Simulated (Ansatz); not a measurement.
GaRu3C (anti-perovskite, Pm-3m) at seven volumes, PBEsol (plane waves, PAW; program Ansatz), scaled uniformly. One row is withheld.

| V (Å³/atom) | P (GPa) |
|---|---|
| 11.455 | ? |
| 11.833 | 19.67 |
| 12.210 | 9.00 |
| 12.588 | 0.00 |
| 12.966 | -7.60 |
| 13.343 | -14.00 |
| 13.721 | -19.39 |

### Question
Fit the shown pressures and predict the withheld one.

### Answer
Third-order Birch–Murnaghan: P = (3/2)B₀(x^(7/2) − x^(5/2))[1 + (3/4)(B′ − 4)(x − 1)] with x = (V₀/V)^(2/3). Least squares on the six rows gives V₀ = 12.588 Å³/atom, B₀ = 275.2 GPa, B′ = 4.68. At V = 11.455, x = 1.0649 and P = 32.39 GPa. The run itself gave 32.30 GPa.

The start of the workflow was typed in or built on a structure type; neither database checked (COD, Materials Project) lists it. Its standing as an ambient phase is unchecked. The cell was relaxed with PBEsol under the symmetry of its start; phonons show weakly imaginary modes. No spin polarisation was allowed.

Potentials: the earlier of the program's two PAW sets. The files were generated under PBE; for other functionals the program regenerates the frozen cores, and for LDA and PBEsol the local potential too.
